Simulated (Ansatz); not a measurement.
Values for one crystal, relaxed and computed with r²SCAN+D4 (plane waves, PAW; program Ansatz); other levels are named.

| Quantity | Value |
|---|---|
| Volume per atom | 24.61 Å³ |
| Band gap | 3.16 eV (indirect) |
| Hole effective mass | 1.1, 1.3, 4.0 mₑ (principal values) |
| Smallest direct gap on the standard path | 3.51 eV |
| Formation energy from the elements (no fitted shifts) | -73 kJ/mol of atoms |
| Pressure derivative B′ | 9.1 |
| Conduction-band minimum | on the G0–X line, 44 % of the way from G0 (k = 0.406, 0.406, -0.406) (2 equivalent valleys) |

Which compound is it?
A) SiS2, Ibam (S on 8j, Si on 4a)
B) PbS, Cmcm (Pb on 4c, S on 4c)
C) BeS, P6_422 (Be on 3c, S on 3d)
D) WS2, P6_3/mmc (W on 2c, S on 4f)

A, SiS2, Ibam (S on 8j, Si on 4a)

The r²SCAN+D4 relaxation kept the symmetry of its start. The references are the lowest solids computed at this level, not always the standard phases.

Potentials: the later of the program's two PAW sets.
